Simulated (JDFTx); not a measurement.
# Double layer at Ru(1 0 -1 0)

| Item | Result |
|---|---|
| surface | Ru(1 0 -1 0) |
| bulk | Ru, P6_3/mmc, lattice of mp-33 (not re-optimised) |
| slab | 6 atoms in 6 planes, 1x1, 5.3 Å between the outermost planes |
| in-plane cell | 2.708 × 4.268 Å, 11.56 Å² |
| cell height | 21.5 Å |
| sampling | 8×6×1 k mesh, Fermi smearing 0.01 Ha, no spin polarisation |

Method: PBE, GBRV ultrasoft potentials, plane waves to 20/100 Ha, in a modified build of JDFTx. Outer atoms relaxed in vacuum, keeping the start's symmetry. The same nuclei were then put into each liquid, at zero charge and at set potentials or charges. This is a symmetric, unreconstructed model surface, and the continuum liquid cannot react with it. The electron chemical potential μ is absolute (zero in the bulk liquid) and is turned into a potential by U = −μ/e − 4.44 V vs SHE, a convention. Convergence in thickness and k mesh wasn't tested for this slab.

In vacuum the work function is 4.83 eV, which would put the uncharged electrode at 0.39 V vs SHE if the liquid did nothing. Each liquid moves the Fermi level of the neutral slab, now counted from the bulk liquid: linear PCM (GLSSA13), water, 1 M NaF by 0.29 eV, to a potential of zero charge of 0.10 V; CANDLE, acetonitrile, 1 M NaCl by 0.24 eV, to a potential of zero charge of 0.15 V. Outside water the SHE scale is nominal.

Charging:

```
liquid                       U − U_pzc (V)  σ (μC/cm²)  σ/(U − U_pzc) (μF/cm²)  Δγ (mJ/m²)
---------------------------  -------------  ----------  ----------------------  ----------
linear PCM (GLSSA13), water          -0.90       -14.0                      16         -67
linear PCM (GLSSA13), water          -0.47        -8.0                      17         -20
linear PCM (GLSSA13), water          -0.30        -5.3                      18          -8
linear PCM (GLSSA13), water          -0.15        -2.7                      18          -2
linear PCM (GLSSA13), water           0.15         3.0                      20          -2
linear PCM (GLSSA13), water           0.90        27.4                      30        -100
CANDLE, acetonitrile                  0.30         3.4                      11          -5
```

The mean capacitance runs from 11 to 30 μF/cm². Δγ, the grand free energy per area against the neutral surface, is negative throughout, since charging at a held potential lowers it. The cavity function reaches one half at 2.5 Å (linear PCM (GLSSA13), water), 3.9 Å (CANDLE, acetonitrile) above the top atoms; the models define their cavities differently. CANDLE's negatively charged runs are left out, as they depend on the cell height. No specific adsorption of ions or solvent is in these numbers.
